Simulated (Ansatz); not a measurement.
PdCl2:
```
PdCl2
1.0
    5.31982     0.00000     0.00000
    0.00000     3.80060     0.00000
   -1.88088     0.00000     6.05906
Pd Cl
2 4
Cartesian
 -0.94044   0.00000   3.02953
  0.00000   1.90030   0.00000
  0.79056   0.97021   1.92087
  2.64838   2.83040   4.13819
  3.58882   2.87051   1.10866
 -0.14988   0.93010   4.95039
```

Relaxed with LDA. Special points in fractions of this cell's reciprocal vectors: Γ (0.000, 0.000, 0.000); Z (0.000, 0.500, 0.000); D (0.000, 0.500, 0.500); B (0.000, 0.000, 0.500); A (-0.500, 0.000, 0.500); E (-0.500, 0.500, 0.500); C2 (-0.500, 0.500, 0.000); Y2 (-0.500, 0.000, 0.000).

### Question
List the band energies nearest the valence-band maximum at these points for LDA (plane waves, PAW; program Ansatz).

### Answer
In eV from the valence-band maximum; about four levels below and three above (degenerate sets whole), none deeper than 8.9 eV; points with the same levels are listed once.

```csv
k,below,above
Γ,-1.08 -0.95 -0.73 -0.38,1.22 1.94 4.44
Z,-0.91 -0.91 -0.59 -0.59,1.45 1.45 4.88 4.88
D,-0.54 -0.54 -0.25 -0.25,1.23 1.23 5.63 5.63
B,-0.97 -0.97 -0.75 -0.75,1.15 1.15 6.01 6.01
A,-1.10 -1.10 -0.61 -0.61,0.62 0.62 6.26 6.26
E,-0.73 -0.73 -0.44 -0.44,1.61 1.61 6.32 6.32
C2,-0.88 -0.88 -0.57 -0.57,1.41 1.41 4.94 4.94
Y2,-1.25 -1.09 -0.61 0.00,1.26 2.21 5.74
```

Space group P2_1/c. The workflow started from a Materials Project entry (that database holds measured and hypothetical structures alike); the Crystallography Open Database copy checked does not list it. COD files the formula under space group No. 58, so this cell is another polymorph or a model. Whether it is the stable phase at ambient conditions was not checked. The cell was relaxed with LDA under the symmetry of its start; whether a distortion lowers the energy is not shown. No spin polarisation was allowed. A crystal of weakly bound layers computed without a dispersion correction: the cell and the soft elastic constants depend strongly on that. Scalar-relativistic: spin–orbit coupling is off unless named, which matters more the heavier the elements.

Potentials: the later of the program's two PAW sets.
